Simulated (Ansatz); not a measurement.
### Question
Each is relaxed and computed with r²SCAN (plane waves, PAW; program Ansatz). Which is the only one with a gap?
A) Ti3GeC2, P6_3/mmc (Ti on 4f, Ti on 2a, Ge on 2b, C on 4f)
B) CaC2, C2/c (Ca on 4e, C on 8f)
C) Ti3InC, anti-perovskite
D) CaAs4Rh6, P-6m2 (Pearson symbol hP11)

### Answer
B, CaC2, C2/c (Ca on 4e, C on 8f). CaC2: gap 2.31 eV (indirect); Ti3GeC2: metal; CaAs4Rh6: metal; Ti3InC: metal. Standing as an ambient phase not checked: CaC2, C2/c (Ca on 4e, C on 8f); Ti3GeC2, P6_3/mmc (Ti on 4f, Ti on 2a, Ge on 2b, C on 4f); CaAs4Rh6, P-6m2 (Pearson symbol hP11); Ti3InC, anti-perovskite. All cells were relaxed under the symmetry of their starts (and spin orders); stability against distortions was not tested throughout. Rows with no word on spin ran without spin polarisation. Scalar-relativistic: spin–orbit coupling is off unless named, which matters more the heavier the elements.

Potentials: the later of the program's two PAW sets.
